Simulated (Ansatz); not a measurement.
# Ansatz run, RbPt₄Cl

The input, for Ansatz 0.2.0 (plane waves, PAW):

```yaml
crystal:
  lattice:
    - [0.0, 4.145013, 4.145013]
    - [4.145013, 0.0, 4.145013]
    - [4.145013, 4.145013, 0.0]
  atoms:
    - { symbol: Rb, position: [0.5, 0.5, 0.5] }
    - { symbol: Cl, position: [0.0, 0.0, 0.0] }
    - { symbol: Pt, position: [0.127, 0.127, 0.127] }
    - { symbol: Pt, position: [0.619, 0.127, 0.127] }
    - { symbol: Pt, position: [0.127, 0.127, 0.619] }
    - { symbol: Pt, position: [0.127, 0.619, 0.127] }
  symmetry: { tolerance: 0.0003 }
kpoints:
  mp_grid: { grid: [7, 7, 7], shift: [0, 0, 0] }
  band_path:
    path:
      - [0.0, 0.0, 0.0]
      - [-0.5, -0.5, 0.0]
      - [-0.375, -0.375, 0.25]
      - [-0.375, 0.0, 0.375]
      - [0.0, 0.0, 0.0]
      - [0.0, 0.0, 0.5]
      - [-0.5, -0.25, 0.25]
      - [-0.5, -0.5, 0.0]
    npoints: 8
magnetization:
  spin_polarized: false
scf:
  occupations: { method: fermi_dirac }
  lower_state_search: "off"
  max_iter: 200
hamiltonian:
  pseudopotentials: { kind: paw }
  xc: pbe
basis:
  ecutwfc: 420
  fft_grid_basis: typed
output:
  forces: true
  stress: true
  eigenvalues: true
  bader: true
  populations: true
  elf: true
  write_potential: true
  volumetric_format: npy
  dos:
    e_range: [-12, 8]
    de: 0.05
    projected: { site_lists: { Cl: [Cl], Pt: [Pt], Rb: [Rb] } }
checkpoint:
  read: saved_state
```

The run starts from an earlier solution of this cell. 

Output (shortened):

```
SCF iter   1: F=—  Δρ=2.21e-3  dr2=7.01e-3
SCF iter   2: F=—  Δρ=8.26e-4  dr2=7.19e-4
SCF iter   3: F=—  Δρ=2.99e-4  dr2=1.63e-4
SCF iter   4: F=—  Δρ=8.67e-5  dr2=1.49e-5
SCF iter   5: F=—  Δρ=2.08e-5  dr2=1.07e-6
SCF iter   6: F=-54427.8541 eV  Δρ=4.47e-6  dr2=1.65e-8
Free energy (F): -54427.8541 eV
Harris-Foulkes:  -54427.8541 eV  (|F-HF|=3.73e-8)
Internal energy: -54427.6912 eV  (E = F + TS)
E sigma→0 (E₀):  -54427.7726 eV
Entropy (-TS):   -0.1628 eV (-27.141 meV/atom)
Fermi energy:    11.4825 eV
--- Per-component energies (eV) ---
  E_band       = -1410.2170
  E_kinetic    = 2959.0021
  E_local      = -12573.3648  (includes V_loc(G=0)·N_el)
  E_nonlocal   = 1012.2481
  E_hartree    = 4940.3970
  E_xc         = -1295.7418
  E_vxc        = -1484.5091  (∫ρ·V_xc dr)
  E_paw        = -41103.7407  (= ΣΔE_a)
  E_vpaw       = -1204.4002  (= ΣTr[D̂ρ^β])
  E_aug_tail   = 0.0008  (compensation charges beyond the density's cutoff)
  E_ewald      = -8366.4920
  E_smearing   = -0.1628  (= −TS)
--- Forces (eV/Å), atoms counted from 1 ---
  atom   1  Rb     0.0000     0.0000     0.0000
  atom   2  Cl     0.0000     0.0000     0.0000
  atom   3  Pt     8.6657     8.6657     8.6657
  atom   4  Pt     8.6657    -8.6657    -8.6657
  atom   5  Pt    -8.6657    -8.6657     8.6657
  atom   6  Pt    -8.6657     8.6657    -8.6657
--- Stress (GPa, compression-positive) ---
       39.1372       0.0000       0.0000
        0.0000      39.1372       0.0000
        0.0000       0.0000      39.1372
  P = ⅓ Tr σ = 39.1372 GPa (391.372 kbar)
--- Löwdin populations: 6 sites ---
  site symbol       q [e]
     0     Rb      8.4981
     1     Cl      6.0816
     2     Pt     18.0895
     3     Pt     18.0895
     4     Pt     18.0895
     5     Pt     18.0895
  spilling = 0.0121 (of n_electrons = 88.0000)
--- Bader charges: 6 sites ---
  site symbol  charge [e]  shift [e]
     0     Rb      0.7396     0.0000
     1     Cl     -0.0771     0.0334
     2     Pt     -0.1657     0.0084
     3     Pt     -0.1656     0.0083
     4     Pt     -0.1656     0.0083
     5     Pt     -0.1656     0.0083
```

Origin: a known structure type with other elements, at an estimated volume, so it need not be a known compound. Caveats: many states at the Fermi level without spin polarisation, so a magnetic state may lie lower; atoms or cell far from equilibrium.
